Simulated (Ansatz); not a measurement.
TiB$_{2}$ (AlB2 type, space group P6/mmm)

```yaml
crystal:
  lattice:
    - [3.02488, 0.00000, 0.00000]
    - [-1.51244, 2.61962, 0.00000]
    - [0.00000, 0.00000, 3.22383]
  atoms:
    - { symbol: Ti, position: [0.00000, 0.00000, 0.00000] }
    - { symbol: B, position: [0.33333, 0.66667, 0.50000] }
    - { symbol: B, position: [0.66667, 0.33333, 0.50000] }
```

Scan: atom 3 (B, nearest neighbour B at 1.746 Å; its periodic images, 3.0 Å or more away, move with it) is displaced along Cartesian [110], direction (0.707, 0.707, 0.000) in Cartesian axes, by s. The other atoms stay.

The numbers are results of r2SCAN (plane waves to 500 eV, PAW, scalar-relativistic; Ansatz, a first-principles code), not measurements. k mesh 14×14×12 (Γ-centred), Fermi-Dirac smearing 0.05 eV. The energy includes the smearing's −TS. Left out: 1 of 11 points, with atoms too close for the PAW data. With partly filled bands, energies and forces of such displacements shift with the k mesh and the smearing. The PAW data are Ansatz's earlier set. TiB2 is run without spin polarisation. TiB2 was relaxed with its symmetry unable to fall. ΔE is measured from the undisplaced structure. The last digit holds for this mesh only.

```json
[
 {"s (Å)": "-0.520", "ΔE (meV/cell)": "2283.3"},
 {"s (Å)": "-0.416", "ΔE (meV/cell)": "1495.6"},
 {"s (Å)": "-0.312", "ΔE (meV/cell)": "859.7"},
 {"s (Å)": "-0.208", "ΔE (meV/cell)": "391.8"},
 {"s (Å)": "-0.104", "ΔE (meV/cell)": "101.1"},
 {"s (Å)": "0.000", "ΔE (meV/cell)": "0.0"},
 {"s (Å)": "0.104", "ΔE (meV/cell)": "110.7"},
 {"s (Å)": "0.208", "ΔE (meV/cell)": "475.3"},
 {"s (Å)": "0.312", "ΔE (meV/cell)": "1164.9"},
 {"s (Å)": "0.416", "ΔE (meV/cell)": "2290.3"}
]
```

What force constant k = d²E/ds² at s = 0 does the table give?

19 eV/Å². It is the second difference of the nearest points, corrected with the next pair.

With k = 19.39 eV/Å² from the forces, is the well harmonic out to s = 0.416 Å?

½ks² = 1678 meV/cell against the computed 2290 meV/cell, so the well is stiffer than harmonic there.

(For displaced atoms, the force is minus the slope of the energy, and its curvature is a force constant, which sets phonon frequencies.)
